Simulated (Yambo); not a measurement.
Convergence of the G0W0 gap of GaAlN₂

G0W0@PBEsol for GaAlN2 (space group P3m1, No. 156) in Yambo. Reference settings: 6×6×4 Γ-centred k mesh, 104 bands and a 10 Ry block in the screening, 104 bands in G with the Bruneval-Gonze terminator, plasmon pole fitted at 27.2 eV. The PBEsol gap Γ → Γ on this mesh is 2.84 eV; G0W0 gaps are taken between the same points.

```csv
change from the reference,G0W0 gap Γ → Γ (eV),shift of the valence edge (eV),rough Yambo cost
reference settings,3.78,-0.45,1
40 bands in G,3.80,-0.46,–
wavefunctions cut at 25 Ry,3.78,-0.42,about 1/2
no point-group symmetry,3.77,-0.45,about 3×
"40 bands in G, no terminator",3.54,0.26,–
no terminator,3.68,-0.23,–
```

The reference isn't shown to be the converged limit. Costs are rough (shared machines), scaled to the same edge states, and given only for runs that recompute the screening.

Spin-orbit splittings are left out.

The standard potential for Ga keeps a d shell in the valence without the s and p states of that shell. In tests on such compounds this moved G0W0 gaps by up to about 0.9 eV, so absolute quasiparticle energies here are unreliable; differences between settings are what counts.

Geometry relaxed with PBEsol; primitive cell a = 3.1467 Å, b = 3.1467 Å, c = 5.0982 Å, α = 90.00°, β = 90.00°, γ = 120.00°.

The structure is a Materials Project entry; no match was found in the copy of COD used, and its stability was not checked.

A shift is the quasiparticle energy of the state minus its PBEsol energy.
